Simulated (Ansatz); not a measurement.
## Na2BeH4 — 23Na NMR of the central transition

Cell: a Materials Project structure (computed, not necessarily an observed phase), its atoms then relaxed with PBE in this cell.

```yaml
crystal:
  lattice:
    - [5.00563, 0.00000, 0.00000]
    - [0.00000, 4.93981, 0.00000]
    - [-1.25102, 0.00000, 6.56826]
  atoms:
    - { symbol: Na, position: [0.72487, 0.75000, 0.02890] }
    - { symbol: Na, position: [0.27513, 0.25000, 0.97110] }
    - { symbol: Na, position: [0.24978, 0.25000, 0.46429] }
    - { symbol: Na, position: [0.75022, 0.75000, 0.53571] }
    - { symbol: Be, position: [0.28211, 0.75000, 0.21917] }
    - { symbol: Be, position: [0.71789, 0.25000, 0.78083] }
    - { symbol: H, position: [0.93001, 0.25000, 0.66092] }
    - { symbol: H, position: [0.82093, 0.25000, 0.99610] }
    - { symbol: H, position: [0.54404, 0.48054, 0.73490] }
    - { symbol: H, position: [0.06999, 0.75000, 0.33908] }
    - { symbol: H, position: [0.54404, 0.01946, 0.73490] }
    - { symbol: H, position: [0.45596, 0.98054, 0.26510] }
    - { symbol: H, position: [0.45596, 0.51946, 0.26510] }
    - { symbol: H, position: [0.17907, 0.75000, 0.00390] }
```

Atom numbers follow the list; atoms alike are taken as one site, whose name carries the number of the first.

All values are calculated (Ansatz; DFT, PBE, plane waves and PAW, scalar-relativistic, 420 eV cutoff, Γ-centred 6×6×4 k-points, Fermi–Dirac smearing 0.02 eV), not measured.

23Na has I = 3/2 and Q = 104.0 mb (Pyykkö 2018); at 23.5 T its Larmor frequency is ν₀ = 264.8 MHz. Only the quadrupole interaction is simulated: positions count from each site's isotropic chemical shift, and J coupling is left out, as are shift anisotropy and dipolar coupling, which fast spinning averages.

The Na sites: Na1 (atoms 1, 2; 9 H at 2.31–2.71 Å); Na3 (atoms 3, 4; 7 H at 2.25–2.71 Å).

Fitted components of the simulated spectrum:

```csv
component,|C_Q| (MHz),η
A,0.861,0.82
B,1.46,0.78
```

Problem. Which site most likely gives which component?

Solution. By the calculation, A is Na1, B is Na3. Like point charges on the first shell alone (each adding as 1/d³) would give the same order.

The relaxation (3 steps) took 50 s of wall time (50 s of CPU time) and 0.56 GiB at its peak, on 1 thread of Arm Neoverse V1 (aarch64; 8 cores open to the job, memory cap 2.5 GiB, no GPU), a shared host with a load of 0.7 a core.
